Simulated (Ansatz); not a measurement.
Relaxed-ion elastic tensor of SiGe (wurtzite, P6_3mc) in GPa (Voigt order), plane-wave PAW PBEsol (Ansatz code); density 3.94 g/cm³, 21.22 Å³ per atom.

```
 167  45.2  28.9   0.0   0.0   0.0
45.2   167  28.9   0.0   0.0   0.0
28.9  28.9   191   0.0   0.0   0.0
 0.0   0.0   0.0  44.9   0.0   0.0
 0.0   0.0   0.0   0.0  44.9   0.0
 0.0   0.0   0.0   0.0   0.0  60.9
```

Is the crystal mechanically stable?

Yes: the smallest eigenvalue of C is 44.9 GPa.

Work out the Voigt, Reuss and Hill averages.

K_V = 81.2, K_R = 81.2, K_H = 81.2; G_V = 58.2, G_R = 55.6, G_H = 56.9 GPa.

Give Young's modulus, Poisson's ratio, Pugh's ratio and the universal anisotropy index.

E = 9KG/(3K + G) = 138 GPa; ν = 0.22; K/G = 1.43 (brittle by the Pugh limit of 1.75); A_U = 5G_V/G_R + K_V/K_R − 6 = 0.24.

Estimate the sound speeds and the Debye temperature.

v_l = √((K + 4G/3)/ρ) = 6310 m/s, v_t = √(G/ρ) = 3800 m/s, mean 4200 m/s; Θ = (h/k)(3n/4πV)^(1/3) v_m = 452 K.

How much does each axis shrink under pressure?

Linear compressibilities β_i = Σ_j S_ij (j = 1 to 3): x 4.2, y 4.2, z 4.0 per TPa.

The workflow started from a Materials Project entry (that database holds measured and hypothetical structures alike); the Crystallography Open Database copy checked does not list it. Its standing as an ambient phase is unchecked. The cell was relaxed with PBEsol under the symmetry of its start; of distortions, only those at the zone centre were tested.

Potentials: the later of the program's two PAW sets.
